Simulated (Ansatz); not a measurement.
**KBr: how much do the potentials matter?**

KBr in the rock-salt structure, in a typed cell, not relaxed.

```
K Br
1.0
     0.00000    3.35000    3.35000
     3.35000    0.00000    3.35000
     3.35000    3.35000    0.00000
K Br
1 1
Direct
  0.00000 0.00000 0.00000
  0.50000 0.50000 0.50000
```

Settings of the Ansatz calculation: PBE; k mesh 6×6×6; fixed occupations; no spin. Harmonic phonons by linear response, frequencies in cm⁻¹, imaginary ones marked i; at Γ the three translations are left out and no LO–TO term is added.

Caveats: coarse k mesh.

The reference is the run on all-electron PAW datasets (no frozen core) at 270 eV and 37.60 Å³ an atom: top Γ mode (cm⁻¹) 101; lowest mode at X = [0.5, 0, 0.5] (cm⁻¹) 42; top mode at X = [0.5, 0, 0.5] (cm⁻¹) 112; mean ε∞ 2.50; mean Born charge of K (e) 1.14.

The same calculation was made on Ansatz generated PAW, Ansatz hand-made PAW, JTH PAW, PseudoDojo norm-conserving, GBRV ultrasoft, Ansatz norm-conserving. How far do the results move?


```json
{"potentials": "Ansatz generated PAW", "cutoff (eV)": "420", "top Γ mode (cm⁻¹)": "101", "lowest mode at X = [0.5, 0, 0.5] (cm⁻¹)": "42", "top mode at X = [0.5, 0, 0.5] (cm⁻¹)": "112", "mean ε∞": "2.50", "mean Born charge of K (e)": "1.14"}
{"potentials": "Ansatz hand-made PAW", "cutoff (eV)": "680", "top Γ mode (cm⁻¹)": "101", "lowest mode at X = [0.5, 0, 0.5] (cm⁻¹)": "42", "top mode at X = [0.5, 0, 0.5] (cm⁻¹)": "112", "mean ε∞": "2.50", "mean Born charge of K (e)": "1.14"}
{"potentials": "JTH PAW", "cutoff (eV)": "690", "top Γ mode (cm⁻¹)": "102", "lowest mode at X = [0.5, 0, 0.5] (cm⁻¹)": "42", "top mode at X = [0.5, 0, 0.5] (cm⁻¹)": "112", "mean ε∞": "2.50", "mean Born charge of K (e)": "1.14"}
{"potentials": "PseudoDojo norm-conserving", "cutoff (eV)": "1007", "top Γ mode (cm⁻¹)": "101", "lowest mode at X = [0.5, 0, 0.5] (cm⁻¹)": "42", "top mode at X = [0.5, 0, 0.5] (cm⁻¹)": "111", "mean ε∞": "2.50", "mean Born charge of K (e)": "1.14"}
{"potentials": "GBRV ultrasoft", "cutoff (eV)": "544", "top Γ mode (cm⁻¹)": "101", "lowest mode at X = [0.5, 0, 0.5] (cm⁻¹)": "42", "top mode at X = [0.5, 0, 0.5] (cm⁻¹)": "112", "mean ε∞": "2.50", "mean Born charge of K (e)": "1.13"}
{"potentials": "Ansatz norm-conserving", "cutoff (eV)": "850", "top Γ mode (cm⁻¹)": "101", "lowest mode at X = [0.5, 0, 0.5] (cm⁻¹)": "42", "top mode at X = [0.5, 0, 0.5] (cm⁻¹)": "112", "mean ε∞": "2.50", "mean Born charge of K (e)": "1.14"}
```

The largest move among the frequencies in the table is 0.9 cm⁻¹, in the top mode at X = [0.5, 0, 0.5] on JTH PAW.
